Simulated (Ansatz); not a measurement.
CaPbF₆ (space group Fm-3m)

```yaml
crystal:
  lattice:
    - [0.00000, 4.31102, 4.31102]
    - [4.31102, 0.00000, 4.31102]
    - [4.31102, 4.31102, 0.00000]
  atoms:
    - { symbol: Ca, position: [0.50000, 0.50000, 0.50000] }
    - { symbol: Pb, position: [0.00000, 0.00000, 0.00000] }
    - { symbol: F, position: [0.76028, 0.76028, 0.23972] }
    - { symbol: F, position: [0.23972, 0.23972, 0.76028] }
    - { symbol: F, position: [0.23972, 0.76028, 0.76028] }
    - { symbol: F, position: [0.76028, 0.23972, 0.23972] }
    - { symbol: F, position: [0.76028, 0.23972, 0.76028] }
    - { symbol: F, position: [0.23972, 0.76028, 0.23972] }
```

E(V) scan at fixed shape, V₀ the volume above. The atoms relax within the cell's symmetry.

The numbers are results of r2SCAN (plane waves to 500 eV, PAW, scalar-relativistic; Ansatz, an electronic-structure program), not measurements. k mesh 7×7×7 (Γ-centred), Fermi-Dirac smearing 0.05 eV. Energies are smeared free energies. Compression counts positive. CaPbF6 was relaxed with its symmetry unable to fall. Spin-orbit coupling is left out, though Pb is heavy. The zero of ΔE is the relaxed starting cell.

```tsv
V (Å³/atom)	ΔE (meV/atom)
16.825	131.4
17.466	77.8
18.107	40.5
18.748	16.7
19.389	3.9
20.030	0.0
20.671	3.4
21.312	12.8
21.953	withheld
22.594	44.8
23.235	65.7
```

Q: Fit a third-order Birch-Murnaghan form (E₀, V₀, B₀, B₀′ free) to the given rows and predict ΔE at V = 21.953.

A: Least squares on the 10 given rows: ΔE = E₀ + (9V₀B₀/16)·y²·[2 + (B₀′ − 4)y], y = (V₀/V)^(2/3) − 1, with V₀ = 20.030 Å³/atom, B₀ = 56.47 GPa (160.2 GPa = 1 eV/Å³; the term in eV is multiplied by 1000), B₀′ = 5.44, E₀ = 0.06 meV/atom; root-mean-square residual 0.07 meV/atom. At 21.953 the fit gives 26.8 meV/atom; the calculation gives 26.9 meV/atom, so the interpolation is off by -0.1 (-0.4 %). For the pressure the fit gives -4.0 GPa against the computed -4.1 GPa.

(A scan under strain: stresses follow from slopes of the energy per volume, elastic moduli from its curvatures.)
